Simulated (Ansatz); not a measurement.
PbS:
```yaml
crystal:
  lattice:
    - [3.89662, 0.00000, 0.00000]
    - [-1.94831, 3.37457, 0.00000]
    - [0.00000, 0.00000, 29.00000]
  atoms:
    - { symbol: Pb, position: [0.00000, 0.00000, 0.47516] }
    - { symbol: S, position: [0.33333, 0.66667, 0.52484] }
```
Free-standing layer in the xy plane with vacuum along z and no interaction between images.

Relaxed with r²SCAN+D4. The program Ansatz at the r²SCAN+D4 level (PAW) gives a gap of 2.57 eV.

Question: What gap does HSE06 give on the same cell (Ansatz, PAW)?

Answer: 2.91 eV, 0.33 eV more. The hybrid was solved on a coarser mesh and at special points; its gap is the smallest among all of these.

```json
[
 {"k": "Γ", "v1 r²SCAN+D4": "-0.12", "c1 r²SCAN+D4": "2.57", "v1 HSE06": "-0.13", "c1 HSE06": "2.91"},
 {"k": "M", "v1 r²SCAN+D4": "-0.74", "c1 r²SCAN+D4": "2.82", "v1 HSE06": "___", "c1 HSE06": "___"},
 {"k": "K", "v1 r²SCAN+D4": "-0.74", "c1 r²SCAN+D4": "3.12", "v1 HSE06": "___", "c1 HSE06": "___"}
]
```

Question: Top valence (v1) and lowest conduction level (c1) in eV from each method's valence maximum (which need not be a listed point): supply the withheld HSE06 values.

Answer: 
- K, v1 HSE06: -0.72
- K, c1 HSE06: 3.53
- M, v1 HSE06: -0.75
- M, c1 HSE06: 3.20

Cost on shared cores: the r²SCAN+D4 run (SCF on a 12×12×1 mesh, then bands and DOS) very roughly 2.9 core-minutes, the HSE06 run (SCF on 9×9×1, then a few points) around 20 core-minutes (rough); the tasks are unlike.

Space group P3m1 (buckled honeycomb). The layer was cut from a bulk entry of the Materials Project (measured or hypothetical); whether that bulk phase is the ambient one, and whether the layer has been isolated, was not checked. Symmetry was held in the r²SCAN+D4 relaxation; whether a distortion lowers the energy is not shown. Scalar-relativistic: spin–orbit coupling is off unless named, which matters more the heavier the elements.

Potentials: the later of the program's two PAW sets.
